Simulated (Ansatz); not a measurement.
**SrAg2Si2: strain energy, fitted**

SrAg2Si2, I4/mmm, a = 4.334 Å, c = 10.398 Å. The structure is a COD entry; whether it is the stable form wasn't checked. Ansatz: PBEsol, PAW, 420 eV, Γ-centred 8×8×4 mesh on 10 atoms, Gaussian smearing 0.10 eV; no spin polarisation. Series: shear of c along a, cell held, atoms relaxed; x is the strain in per cent (engineering shear). y is the free energy over the unstrained cell, V0 = 19.530 Å³/atom. Symmetry makes y even in x.

| x (%) | y (meV/atom) |
| --- | --- |
| 0.0 | 0.00 |
| 2.0 | 1.40 |
| 4.0 | 5.59 |
| 6.0 | 12.52 |
| 8.0 | 22.13 |
| 12.0 | ? |

Q: Fit y = c2 x² + c4 x⁴ to the other rows, turn c2 into a modulus, and predict the missing energy.

A: Least squares on the rows shown. y = 0.35043 x² − 7.2663×10⁻⁵ x⁴. In eV per unit strain² c2 is 3.504; this is the shear stiffness (E = ½ C V0 γ²): 2 × 3.504 × 160.2 / (19.530) = 57 GPa. At x = 12.0 the fit asked for gives 48.96 meV/atom. The run gave 49.38 meV/atom, so the fit is 0.42 meV/atom too low, 0.85 % of the span of the series, against an rms of 0.001 meV/atom on the fitted rows. The row lies outside the fitted range. With a term in x⁶ added, a fit to the same known rows predicts 49.13 meV/atom, which recovers part of the miss; the known rows don't hold the rest.